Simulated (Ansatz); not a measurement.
Polymorphs of VBiO₄, each relaxed with PBEsol in the plane-wave PAW code Ansatz:

A: I4_1/amd
a = 7.3040 Å, b = 7.3040 Å, c = 6.4047 Å, α = 90.00°, β = 90.00°, γ = 90.00°

| atom | site | symmetry | x | y | z |
|---|---|---|---|---|---|
| V | 4b | -4m2 | 0.0000 | 0.0000 | 0.5000 |
| Bi | 4a | -4m2 | 0.0000 | 0.0000 | 0.0000 |
| O | 16h | .m. | 0.3189 | 0.0000 | 0.0799 |

B: C2
a = 7.618 Å, b = 5.443 Å, c = 5.246 Å, α = γ = 90.00°, β = 124.02°

```tsv
atom	site	symmetry	x	y	z
V	2a	2	0.0000	0.3608	0.0000
Bi	2b	2	0.5000	0.4246	0.5000
O	4c	1	0.1294	0.1914	0.3394
O	4c	1	0.1936	0.5410	0.0363
```

### Question
Put the candidates in order of energy per atom at 0 K, lowest first, for PBEsol.

### Answer
A (+0 meV/atom), B (+64 meV/atom)

### Question
Give each one's gap.

### Answer
A 2.54 eV; B 2.81 eV.

Not the usual ambient phase: A; B. All cells were relaxed under the symmetry of their starts (and spin orders); stability against distortions was not tested throughout. Rows with no word on spin ran without spin polarisation. Spin–orbit coupling is left out wherever it is not named.

Energies hold the estimated change up to a 700 eV cutoff; steps of a few meV lie near the error of the meshes.

Potentials: the later of the program's two PAW sets.
